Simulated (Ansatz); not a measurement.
# Notes on TiO₃

```
CELL_PARAMETERS angstrom
5.24087 0.00000 0.00000
0.00000 5.24087 0.00000
0.00000 0.00000 3.88862
ATOMIC_POSITIONS crystal
Ti 0.25000 0.25000 0.93360
Ti 0.75000 0.75000 0.06640
O 0.00000 0.00000 0.00000
O 0.50000 0.00000 0.00000
O 0.50000 0.50000 0.00000
O 0.00000 0.50000 0.00000
O 0.25000 0.25000 0.49400
O 0.75000 0.75000 0.50600
```

Single point in Ansatz 0.2.0 with r2SCAN, no spin polarisation. Cutoff 500 eV, PAW datasets, 7×7×9 Γ-centred k mesh, fermi-dirac filling (width 0.1 eV).

Task: How is the charge shared?

Result: Bader charges in e: Ti +2.35, O -0.78. In the mean Ti gives up most and O takes most.

Task: What does the stress say?

Result: The pressure is 12.3 GPa (compression positive), so with the atoms held at these fractions the cell would first expand; the forces are large, so a full relaxation may end otherwise.

Task: Metal or insulator?

Result: It is a metal, with about 8 states/eV a cell as the mean within 0.25 eV of the Fermi level, mostly O p (98 %).

Task: What do density and ELF say about some of the short contacts?

Result: Ti–O at 1.71 Å: least valence density 1.36 e/Å³ and ELF 0.34 there. Both are smooth PAW fields, read partly inside the augmentation spheres.

Task: Where is the largest force?

Result: The largest is on O7 (and as large on other atoms): 2.87 eV/Å, components (0.00, 0.00, -2.87). It makes 180° with the line to a nearest neighbour, Ti1 at 1.71 Å, pointing away from it.

Task: What is the formation energy?

Result: -1.61 eV an atom against the elements' usual phases (free molecules for gases, crystals otherwise, with no correction for O₂ or N₂), so it is bound against them; other compounds may still compete. Relaxing would lower it.

Origin: a known structure type with other elements, at an estimated volume, so it need not be a known compound. Caveats: many states at the Fermi level without spin polarisation, so a magnetic state may lie lower; correlation that this level lacks may open a gap in such a compound; atoms or cell far from equilibrium.
